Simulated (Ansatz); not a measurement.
## PbTe (rock salt), generalised stacking-fault energy along a line

PbTe (rock salt) is sheared across one {100} plane: the third cell vector gains the shift, so faults repeat every 9.9 Å. The cut lies between planes 3.28 Å apart; the cell height is held.

```xyz
6
Lattice="4.6450 0.0000 0.0000 0.0000 4.6450 0.0000 2.3225 2.3225 9.8535" Properties=species:S:1:pos:R:3 pbc="T T T"
Te     1.9354     1.9354     8.2113
Te     1.9354     1.9354     1.6423
Te     4.2579     4.2579     4.9268
Pb     4.2579     4.2579     8.2113
Pb     4.2579     4.2579     1.6423
Pb     1.9354     1.9354     4.9268
```

In-plane vectors a = (4.645, 0.000) Å, b = (0.000, 4.645) Å, area 21.58 Å². The shift is s times the vector a (length 4.645 Å), so s = 1 restores the start. Atoms relax along the normal only. γ = [E(shift) − E(0)] / area.

The numbers are results of PBE (plane waves to 420 eV, PAW, scalar-relativistic; Ansatz, a first-principles code), not measurements. k mesh 6×6×6 (Γ-centred), Fermi-Dirac smearing 0.05 eV. Energies are extrapolated to zero smearing. Stress and pressure are positive under compression. As the smearing reaches across the gap at some points, the k mesh leaves noise in γ, roughly 0.02 J/m² as judged from a few cases. Faults lie only 9.9 Å apart, and holding the cell height raises γ above its relaxed value. PbTe was relaxed with its symmetry unable to fall. Spin-orbit coupling is left out, though Pb and Te are heavy. The zero of γ is zero shift.

```tsv
s	γ (meV/Å²)	σ normal to the fault (GPa)
0.000	0	0.0
0.083	1	-0.1
0.167	5	-0.3
0.250	10	-0.3
0.333	15	-0.1
0.417	19	0.2
0.500	20	0.2
0.583	19	0.2
0.667	15	-0.1
0.750	10	-0.3
0.833	5	-0.3
0.917	1	-0.1
```

What the scan shows:

```
Quantity                                           Value
------------------------------  ------------------------
Highest computed γ on the line                 0.32 J/m²
Position of the highest point                  s = 0.500
Local minima between the ends   no computed point is one
```

(The slope of γ gives the shear force per area between the displaced halves; near zero shift its curvature is an elastic stiffness.)
